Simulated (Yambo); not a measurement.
Yambo run on LiF (rock salt, space group Fm-3m, No. 225). The wavefunctions are LDA (pw.x of Quantum ESPRESSO, ONCV potentials, no spin-orbit coupling) ones on a 8×8×8 mesh (5 occupied bands); a = b = c = 2.7613 Å, α = β = γ = 60.00°.

Yambo input:

```
rim_cut
gw0
dyson
el_el_corr
HF_and_locXC
ppa
em1d
RandQpts= 1000000
RandGvec= 1 Ry
EXXRLvcs= 84 Ry
VXCRLvcs= 336 Ry
Chimod= "HARTREE"
% BndsRnXp
 1 | 65 |
%
NGsBlkXp= 8 Ry
% LongDrXp
 1.0 | 1.0 | 1.0 |
%
PPAPntXp= 27.2114 eV
% GbndRnge
 1 | 65 |
%
GTermKind= "BG"
DysSolver= "n"
ExtendOut
% QPkrange
 1 | 1 | 5 | 6 |
%
```

k points by index: 1 = Γ.

The o-*.qp file then holds:

```
#    K-point    Band    Eo [eV]    E [eV]    E-Eo [eV]    Vxc [eV]    Vnlxc [eV]    Sc|Eo [eV]    Sc|E [eV]    dSc/dw|Eo [eV]    Re(Z)    Im(Z)
#
    1    5    0.000000    -2.884117    -2.884117    -22.88936    -30.83214    4.474030    5.058667    -5.515814    0.831460    -0.841680E-3
    1    6    9.753874    11.72176    1.967883    -12.90866    -7.299375    -3.393588    -3.641402    -3.426605    0.888158    -0.562387E-3
```
(The two width columns are left out.) Convergence of these settings isn't established.

Geometry relaxed with LDA.
